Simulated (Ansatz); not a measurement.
MgO:
Space group P4₂/mmc (No. 131); a = 3.0186 Å, b = 3.0186 Å, c = 5.4296 Å, α = 90.00°, β = 90.00°, γ = 90.00°

```json
[
 {"atom": "Mg", "site": "2c", "symmetry": "mmm.", "x": "0.0000", "y": "0.5000", "z": "0.0000"},
 {"atom": "O", "site": "2e", "symmetry": "-4m2", "x": "0.0000", "y": "0.0000", "z": "0.2500"}
]
```

This is the PBE-relaxed structure.

Problem. All from plane-wave PAW PBE (Ansatz code), unless another level is named. Give the smallest direct gap on the standard path.

Solution. 1.30 eV.

Problem. Predict the weight of the valence-edge state by species (Voronoi cells).

Solution. O 94 %, Mg 6 %.

Problem. Predict the weight of the conduction-edge state by species (Voronoi cells).

Solution. Mg 64 %, O 36 %.

Space group P4_2/mmc. A made-up cell: these elements were put on the sites of a structure type; neither database checked (COD, Materials Project) lists it. It is not the phase usual at ambient conditions (space group No. 225). The cell was relaxed with PBE under the symmetry of its start. At this level the phase is dynamically unstable (imaginary phonons).

Potentials: the later of the program's two PAW sets.
